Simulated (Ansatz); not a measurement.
Mn3SnN:
```xyz
5
Lattice="4.1021 0.0000 0.0000 0.0000 4.1021 0.0000 0.0000 0.0000 4.1021" Properties=species:S:1:pos:R:3 pbc="T T T"
Sn     0.0000     0.0000     0.0000
Mn     0.0000     2.0511     2.0511
Mn     2.0511     0.0000     2.0511
Mn     2.0511     2.0511     0.0000
N      2.0511     2.0511     2.0511
```
The run is spin-polarised; directions of the spins, atom by atom: ↓ ↑ ↑ ↑ 0.

Relaxed with r²SCAN.

Tabulate the valence density and the electron localisation function along the shortest Mn–N contact (2.05 Å), DFT-r²SCAN in the program Ansatz with PAW potentials.



| distance from Mn (Å) | density (e/Å³) | ELF |
|---|---|---|
| 0.21 | 22.43 | 0.87 |
| 0.31 | 16.53 | 0.82 |
| 0.41 | 10.77 | 0.73 |
| 0.51 | 6.26 | 0.60 |
| 0.62 | 3.31 | 0.44 |
| 0.72 | 1.68 | 0.27 |
| 0.82 | 0.91 | 0.16 |
| 0.92 | 0.62 | 0.13 |
| 1.03 | 0.57 | 0.23 |
| 1.13 | 0.65 | 0.45 |
| 1.23 | 0.83 | 0.70 |
| 1.33 | 1.13 | 0.80 |
| 1.44 | 1.58 | 0.81 |
| 1.54 | 2.19 | 0.77 |
| 1.64 | 2.85 | 0.65 |
| 1.74 | 3.33 | 0.43 |
| 1.85 | 3.51 | 0.19 |

The density is the valence pseudo-density with augmentation charge, so density and ELF within about 1 Å of a nucleus are not all-electron values.

Space group Pm-3m (anti-perovskite). The workflow started from an entry of the Crystallography Open Database (COD). Whether it is the stable phase at ambient conditions was not checked. Symmetry was held in the r²SCAN relaxation; whether a distortion lowers the energy is not shown. Spin order of the final state: ferromagnetic, the only order run, not a proven ground state. The program gave a warning on the electronic state, which may not be the lowest. No Hubbard U is applied. Spin–orbit coupling is left out wherever it is not named.

Potentials: the later of the program's two PAW sets.
